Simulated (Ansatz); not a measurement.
ZnSe (zinc blende): values from a third-order Birch-Murnaghan fit to a volume scan beside measured ones. Computed values: PBE (plane waves to 420 eV, PAW, scalar-relativistic; Ansatz, a quantum-chemistry and plane-wave program). ZnSe was relaxed with its symmetry unable to fall.

```csv
quantity,reference,kind,PBE,difference
Lattice constant a (Å),5.6676,"measured, room temperature or unstated",5.733,+1.2 %
Bulk modulus B₀ (GPa),62.4,"measured, room temperature or unstated",56.6,-9.2 %
```

References as given in: Martin Albrecht, Beate Paulus, Hermann Stoll, Physical review. B, Condensed matter (1997), arXiv:cond-mat/9706128; Cormac Toher, Corey Oses, Jose J. Plata et al., Physical Review Materials (2017), arXiv:1611.05714. Values not taken to low temperature hold thermal and zero-point shifts that a static calculation lacks, so small differences there are no errors of the method.

(A scan under strain: stresses follow from slopes of the energy per volume, elastic moduli from its curvatures.)
